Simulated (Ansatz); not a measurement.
Sn3GeSe: start and end of a relaxation

A trial structure of Sn3GeSe was built thus: random cell by space group and Wyckoff sites (P4mm, No. 99). The dimensions are guesses.

start.cif

```cif
data_structure
_symmetry_space_group_name_H-M 'P4mm'
_symmetry_Int_Tables_number 99
_cell_length_a 4.9754
_cell_length_b 4.9754
_cell_length_c 5.5455
_cell_angle_alpha 90.000
_cell_angle_beta 90.000
_cell_angle_gamma 90.000
_cell_volume 137.28
loop_
_atom_site_label
_atom_site_type_symbol
_atom_site_symmetry_multiplicity
_atom_site_Wyckoff_symbol
_atom_site_fract_x
_atom_site_fract_y
_atom_site_fract_z
_atom_site_occupancy
Sn1 Sn 1 a 0.00000 0.00000 0.93310 1
Sn2 Sn 2 c 0.50000 0.00000 0.73827 1
Ge1 Ge 1 b 0.50000 0.50000 0.33839 1
Se1 Se 1 b 0.50000 0.50000 0.95768 1
```

Computed with Ansatz, DFT PBE, scalar-relativistic, plane waves, PAW. Cutoff 420 eV, Gaussian smearing, Γ-centred meshes. Cell and atoms relax first on a coarse mesh and then on a finer one. In between, the cell is made exact in the group found at 0.06 Å. In metals the finer mesh still leaves noise of several meV/atom or more. The steps can't lower the symmetry of their start. No spin polarisation.

end.cif

```cif
data_structure
_symmetry_space_group_name_H-M 'P4mm'
_symmetry_Int_Tables_number 99
_cell_length_a 4.6519
_cell_length_b 4.6519
_cell_length_c 6.9770
_cell_angle_alpha 90.000
_cell_angle_beta 90.000
_cell_angle_gamma 90.000
_cell_volume 150.98
loop_
_atom_site_label
_atom_site_type_symbol
_atom_site_symmetry_multiplicity
_atom_site_Wyckoff_symbol
_atom_site_fract_x
_atom_site_fract_y
_atom_site_fract_z
_atom_site_occupancy
Sn1 Sn 1 a 0.00000 0.00000 0.96954 1
Sn2 Sn 2 c 0.50000 0.00000 0.63678 1
Ge1 Ge 1 b 0.50000 0.50000 0.40354 1
Se1 Se 1 b 0.50000 0.50000 0.05906 1
```

The symmetry stays P4mm (No. 99). The volume per atom grows by 10.0 %, from 27.5 to 30.2 Å³. The shortest distance goes from 2.11 Å (Ge–Se) to 2.40 Å (Ge–Se). The ratio c/a of the conventional cell changes by a factor of 1.35. The energy falls by about 0.64 eV/atom (the start's value is from the coarse mesh).

```
Volume per atom                          : 30.20 Å³
Density                                  : 5.58 g/cm³
Formation energy                         : +0.08 eV/atom
Gap on the 8×8×8 mesh of the 5-atom cell : 0 eV (a metal)
```

Energies over the elements count from the elements' standard structures at the same level, with no fitted energy shifts. The references include grey tin. A positive value: parting into the elements would lower its energy.

The last run used Gaussian smearing of 0.10 eV. The reference form of Se is held partly by dispersion forces, which this level lacks. Symmetry constrained the relaxation, so the result can be a saddle point. In all, the 3 runs took 6.4 min on 1 thread of Intel(R) Xeon(R) 6975P-C (Granite Rapids), with other jobs on the host.
